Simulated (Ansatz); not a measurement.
The relaxed structure here is a generated cell of Rh: the first start was made by a random draw of sites in a space group, and the end was not matched to a known phase here, so it may be hypothetical. Known forms of Rh include space group No. 225.

One starting cell of Rh (a randomly generated symmetric cell of Rh (space group No. 49)) was relaxed twice with Ansatz (plane waves, PAW, scalar-relativistic): with r2SCAN at 500 eV and with PBE at 420 eV. The r2SCAN result:

```
CELL_PARAMETERS angstrom
     -1.62743     1.62743     1.32760
      1.62743    -1.62743     1.32760
      1.62743     1.62743    -1.32760
ATOMIC_POSITIONS crystal
  Rh 0.50000 0.50000 0.00000
```

```csv
quantity,r2SCAN,PBE
space group,I4/mmm,I4/mmm
volume (Å³/atom),14.06,?
a (Å),3.255,?
c (Å),2.655,?
"gap (eV, no spin-orbit coupling)",0.00,?
```

**Question.** Fill in the PBE column.

**Answer.** 
- volume (Å³/atom), PBE: 14.41
- a (Å), PBE: 3.280
- c (Å), PBE: 2.679
- gap (eV, no spin-orbit coupling), PBE: 0.00

Both levels end in the same structure; PBE's volume is 2.5 % larger. Neither column is exact.

No spin polarisation in the result.

The run could not lose the symmetry of its start: the end is stationary, and may be a saddle point rather than a minimum.

Ansatz is an electronic-structure program.
